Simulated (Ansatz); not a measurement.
Input file for Ansatz (a quantum-chemistry and plane-wave program):

Ansatz 0.2 input:
```yaml
crystal:
  lattice:
    - [-3.2910275457, 3.2910275457, 2.985616479]
    - [3.2910275457, -3.2910275457, 2.985616479]
    - [3.2910275457, 3.2910275457, -2.985616479]
  atoms:
    - { symbol: O, position: [0.1352516796, 0.3198783972, 0.8153732824] }
    - { symbol: O, position: [0.6147483204, 0.9301216028, 0.6846267176] }
    - { symbol: O, position: [0.2454948852, 0.9301216028, 0.3153732824] }
    - { symbol: O, position: [0.5045051149, 0.3198783972, 0.1846267176] }
    - { symbol: O, position: [0.6801216028, 0.8647483204, 0.1846267176] }
    - { symbol: O, position: [0.0698783972, 0.7545051149, 0.6846267176] }
    - { symbol: O, position: [0.0698783972, 0.3852516796, 0.3153732824] }
    - { symbol: O, position: [0.6801216028, 0.4954948852, 0.8153732824] }
    - { symbol: Si, position: [0.5, 0.5, 0.0] }
    - { symbol: Si, position: [0.25, 0.75, 0.5] }
    - { symbol: Hf, position: [0.75, 0.25, 0.5] }
    - { symbol: Hf, position: [0.0, 0.0, 0.0] }
kpoints:
  mp_grid: { grid: [4, 4, 4] }
hamiltonian:
  xc: hse06
  pseudopotentials: { kind: paw }
scf:
  n_extra_bands: 12
  occupations: { method: fixed }
output:
  eigenvalues: true
  eigenstates:
    e_range: [-9.0, 17.0]
    kpoints:
      - [0.0, 0.0, 0.0]  # VBM
      - [0.1875, 0.302083, 0.25]  # CBM
      - [0.0, 0.0, 0.0]  # GAMMA
      - [-0.5, 0.5, 0.5]  # M
      - [0.0, 0.0, 0.5]  # X
      - [0.25, 0.25, 0.25]  # P
      - [0.4557524486, 0.4557524486, -0.4557524486]  # Z
      - [-0.4557524486, 0.5442475514, 0.4557524486]  # Z_0
      - [0.0, 0.5, 0.0]  # N
```

Output (shortened):

```
Pseudopotential: O, paw, valence charge 6
Pseudopotential: Si, paw, valence charge 4
Pseudopotential: Hf, paw, valence charge 26
Functional definition: HSE06
davidson cushion auto → on  (no smearing: the cushion is to keep the highest requested band from converging to the state above it …
Crystal: 12 atoms, lattice volume = 129.347 Å³
Basis set: ecut = 420 eV, 2529 PW (Γ)
Bands: 66, of which v1, the nominal top of the filled ones, is band 54 counted from 1 (53 counted from 0)
Symmetry: 16 space group operations
Space group: I41/amd (ITA 141), of the structure as read, at distance tolerance 5.1e-5 Å
k-points: 13 of 64
SCF iter   1: F=—  HF=-37271.677095 eV  |F-HF|=—  |Δ(HF+E_count)|=         —  Δρ=2.16e-3  dr2=4.05e-3  ethr=1.77e-3  ⟨swp⟩=7.7  Hψ=3779  notcnv=0
preconditioner: auto → none
SCF iter   2: F=-37271.682210 eV  HF=-37271.682657 eV  |F-HF|=4.47e-4  |Δ(HF+E_count)|=   5.56e-3  Δρ=1.24e-3  dr2=1.26e-3  ethr=3.75e-6  ⟨swp⟩=5.1  Hψ=3442  notcnv=0  defer=1
SCF 1 stopped early in 2 iterations: F = -37271.682210 eV  dr2 = 1.26e-3
Crystal: 12 atoms, lattice volume = 129.347 Å³
Exchange kernel: α = 0.2500, screened, ω = 0.2079 Å⁻¹, Wigner–Seitz truncation, v(0) = 1046.2422 eV·Å³, q-mesh 4×4×4, nearest image of the exchange supercell L …
Frozen-core exchange: fock
SCF iter   1: F=—  HF=-37272.963797 eV  |F-HF|=—  |Δ(HF+E_count)|=         —  Δρ=9.89e-3  dr2=1.44e-1  ethr=1.16e-5  ⟨swp⟩=5.9  Hψ=3855  notcnv=0
preconditioner: auto → none
SCF iter   2: F=—  HF=-37272.845627 eV  |F-HF|=—  |Δ(HF+E_count)|=   1.18e-1  Δρ=6.15e-3  dr2=3.13e-2  ethr=1.16e-5  ⟨swp⟩=4.0  Hψ=3235  notcnv=0
SCF iter   3: F=—  HF=-37272.838585 eV  |F-HF|=—  |Δ(HF+E_count)|=   7.04e-3  Δρ=1.81e-3  dr2=6.70e-3  ethr=1.16e-5  ⟨swp⟩=3.0  Hψ=2701  notcnv=0
SCF iter   4: F=—  HF=-37272.882760 eV  |F-HF|=—  |Δ(HF+E_count)|=   4.42e-2  Δρ=1.16e-3  dr2=1.60e-3  ethr=2.17e-6  ⟨swp⟩=4.0  Hψ=2982  notcnv=0
iter 5 solved again at ethr=2.33e-8 eV; its pass at ethr=1.40e-6 eV (dr2=2.51e-5 eV) is discarded
SCF iter   5: F=—  HF=-37272.881684 eV  |F-HF|=—  |Δ(HF+E_count)|=   1.08e-3  Δρ=2.16e-4  dr2=5.71e-5  ethr=2.33e-8  ⟨swp⟩=3.1  Hψ=4515  notcnv=0
SCF iter   6: F=-37272.882055 eV  HF=-37272.882064 eV  |F-HF|=9.72e-6  |Δ(HF+E_count)|=   3.80e-4  Δρ=1.22e-4  dr2=1.72e-5  ethr=2.21e-8  ⟨swp⟩=4.5  Hψ=3047  notcnv=0
SCF 2 stopped early in 6 iterations: F = -37272.882055 eV  dr2 = 1.72e-5
hybrid outer 1: dexx = +4.745e-2 eV, tail = 2.28e-3 eV
Crystal: 12 atoms, lattice volume = 129.347 Å³
Exchange kernel: α = 0.2500, screened, ω = 0.2079 Å⁻¹, Wigner–Seitz truncation, v(0) = 1046.2422 eV·Å³, q-mesh 4×4×4, nearest image of the exchange supercell L …
Frozen-core exchange: fock
SCF iter   1: F=—  HF=-37272.880810 eV  |F-HF|=—  |Δ(HF+E_count)|=         —  Δρ=9.35e-5  dr2=1.01e-5  ethr=1.05e-5  ⟨swp⟩=2.0  Hψ=1898  notcnv=0
preconditioner: auto → none
iter 2 solved again at ethr=7.52e-10 eV; its pass at ethr=8.67e-9 eV (dr2=8.13e-7 eV) is discarded
SCF iter   2: F=—  HF=-37272.880817 eV  |F-HF|=—  |Δ(HF+E_count)|=   6.45e-6  Δρ=4.35e-5  dr2=1.03e-6  ethr=7.52e-10  ⟨swp⟩=2.0  Hψ=5204  notcnv=0
SCF iter   3: F=—  HF=-37272.880816 eV  |F-HF|=—  |Δ(HF+E_count)|=   1.23e-7  Δρ=1.74e-5  dr2=1.31e-7  ethr=7.52e-10  ⟨swp⟩=3.0  Hψ=2184  notcnv=0
SCF iter   4: F=-37272.880816 eV  HF=-37272.880816 eV  |F-HF|=2.93e-8  |Δ(HF+E_count)|=   7.68e-9  Δρ=5.60e-6  dr2=6.59e-8  ethr=8.98e-11  ⟨swp⟩=3.4  Hψ=2581  notcnv=0
SCF 3 converged in 4 iterations: F = -37272.880816 eV  dr2 = 6.59e-8
hybrid outer 2: dexx = +4.822e-6 eV, tail = 4.37e-7 eV, Δε = 5.50e-3 eV (about 2.61e-4 eV left of the loop's levels)
the search or the solves at the SCF's close seem to have found levels that the self-consistency loop had missed (the run counts 1) …
NSCF: frozen V_eff on 9 k-points
hybrid SCF converged: 2 outer / 10 inner (+2 warm-up), last move |dexx| = 4.82e-6 eV, tail = 4.37e-7 eV
Stability not checked (fock_operator)
Free energy (F): -37272.880816 eV
Frozen-core exchange: fock
Harris-Foulkes:  -37272.880816 eV  (|F-HF|=2.93e-8)
Internal energy: -37272.880816 eV  (E = F + TS)
E sigma→0 (E₀):  -37272.880816 eV
Fermi energy:    8.789301 eV
--- Per-component energies (eV) ---
  E_band       = -473.654345
  E_kinetic    = 2349.147901
  E_local      = -15932.588803  (includes V_loc(G=0)·N_el)
  E_nonlocal   = -2093.294990
  E_hartree    = 7123.491573
  E_xc         = -1038.685596
  E_vxc        = -1098.162905  (∫ρ·V_xc dr)
  E_exx        = -401.414757  (= α·E_x^exact, valence–valence)
  E_paw        = -15986.016326  (= ΣΔE_a)
  E_vpaw       = 2857.059684  (= ΣTr[D̂ρ^β])
  E_aug_tail   = 0.019880  (compensation charges beyond the density's cutoff)
  E_ewald      = -11295.512231
  E_core_change = 1.972532  (= ΣΔE_core)
  E_smearing   =  0.000000  (= −TS)
  E_closure    =  0.000000  (closes the sum)
  Σ components = -37272.880816   (vs F -37272.880816, Δ=0.00e0)
  [band-id]    e_kinetic+e_local+e_nonlocal+2·e_hartree+e_vxc+2·e_exx+e_vpaw+e_augmentation_tail = -473.665600   (vs E_band -473.654345, Δ=-1.13e-2)
--- Band table (eV; the first three rows and the last of 13) ---
  k-point 0: bands = ["-54.1565", "-54.1464", "-21.6329", "-21.6329", "-21.5244", "-21.5088", "-21.4120", "-21.4120", "-11.9818", "-10.8841", "-10.0429", "-9.8851", "-9.4322", "-9.4322", "-9.3296", "-9.3296", "-4.0517", "-4.0515", "-4.0515", "-4.0515", …
  k-point 1: bands = ["-54.1550", "-54.1479", "-21.6400", "-21.6033", "-21.5551", "-21.4825", "-21.4474", "-21.4000", "-11.7472", "-10.9189", "-9.9453", "-9.8347", "-9.5570", "-9.5407", "-9.5067", "-9.4321", "-4.0546", "-4.0532", "-4.0494", "-4.0458", …
  k-point 2: bands = ["-54.1515", "-54.1515", "-21.6171", "-21.6171", "-21.5282", "-21.5282", "-21.4215", "-21.4215", "-11.2273", "-11.2273", "-9.7481", "-9.7481", "-9.7206", "-9.7206", "-9.6257", "-9.6257", "-4.0504", "-4.0504", "-4.0502", "-4.0502", …
  k-point 12: bands = ["-54.1515", "-54.1515", "-21.6507", "-21.6507", "-21.5183", "-21.5183", "-21.3967", "-21.3967", "-11.3732", "-11.3732", "-10.0645", "-10.0645", "-9.4445", "-9.4445", "-9.3318", "-9.3318", "-4.0539", "-4.0539", "-4.0442", "-4.0442", …
```

Cost: roughly 12 core-minutes on shared cores.

The points marked VBM and CBM come from a semilocal run.

Space group I4_1/amd. Symmetry was held in the r²SCAN relaxation. No spin polarisation was allowed. Scalar-relativistic: spin–orbit coupling is off unless named, which matters more the heavier the elements.

Potentials: the later of the program's two PAW sets.

Ansatz is a plane-wave DFT program.
